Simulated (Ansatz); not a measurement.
Energy over volume and axial ratio for CsI (CsCl type)

CsI (CsCl type)

```
CELL_PARAMETERS angstrom
      4.66692     0.00000     0.00000
      0.00000     4.66692     0.00000
      0.00000     0.00000     4.66692
ATOMIC_POSITIONS crystal
  Cs 0.00000 0.00000 0.00000
  I  0.50000 0.50000 0.50000
```

The relaxed cell is deformed in two ways at once: its volume V is scaled, and at that volume it is stretched along z (the c axis of the conventional cell) so that c/a changes. Fractional atomic positions are held.

Calculation: PBE (plane waves to 420 eV, PAW, scalar-relativistic; Ansatz, a quantum-chemistry and plane-wave program). k mesh 7×7×7 (Γ-centred), Fermi-Dirac smearing 0.05 eV. E stands for the smeared free energy. Stress and pressure are positive under compression. CsI was relaxed with its symmetry unable to fall. Spin-orbit coupling is left out, though I is heavy. ΔE is measured from the relaxed starting cell.

ΔE (kJ/mol of atoms), with V/V₀ across and (c/a)/(c/a)₀ down:

```csv
(c/a)/(c/a)₀ \ V/V₀,0.960,0.973,0.987,1.000,1.013,1.027,1.040
0.960,0.55,0.40,0.32,0.29,0.32,0.40,0.52
0.973,0.38,0.24,0.15,0.13,0.15,0.23,0.35
0.987,0.29,0.14,0.06,0.03,0.06,0.14,0.26
1.000,0.26,0.11,0.03,0.00,0.03,0.10,0.23
1.013,0.29,0.14,0.06,0.03,0.06,0.13,0.26
1.027,0.38,0.23,0.15,0.12,0.15,0.22,0.35
1.040,0.52,0.37,0.29,0.27,0.29,0.37,0.49
```

σzz (GPa), with V/V₀ across and (c/a)/(c/a)₀ down:

| (c/a)/(c/a)₀ \ V/V₀ | 0.960 | 0.973 | 0.987 | 1.000 | 1.013 | 1.027 | 1.040 |
|---|---|---|---|---|---|---|---|
| 0.960 | 0.93 | 0.76 | 0.61 | 0.46 | 0.33 | 0.21 | 0.10 |
| 0.973 | 0.76 | 0.60 | 0.44 | 0.30 | 0.17 | 0.05 | -0.06 |
| 0.987 | 0.60 | 0.44 | 0.29 | 0.15 | 0.02 | -0.10 | -0.21 |
| 1.000 | 0.44 | 0.28 | 0.13 | 0.00 | -0.13 | -0.25 | -0.35 |
| 1.013 | 0.29 | 0.13 | -0.02 | -0.15 | -0.28 | -0.39 | -0.50 |
| 1.027 | 0.14 | -0.02 | -0.17 | -0.30 | -0.42 | -0.54 | -0.64 |
| 1.040 | -0.02 | -0.17 | -0.31 | -0.45 | -0.57 | -0.68 | -0.78 |

Derived quantities:

The shear modulus C′ = (C11 − C12)/2 (fit, atoms clamped) is 8.5 GPa. Lowest place on the grid: V/V₀ = 1.000, (c/a)/(c/a)₀ = 1.000 (0.0 meV/atom). Highest place on the grid: V/V₀ = 0.960, (c/a)/(c/a)₀ = 0.960 (5.7 meV/atom).

(Under strain, the slope of the energy per volume gives the stress and its curvature an elastic modulus.)
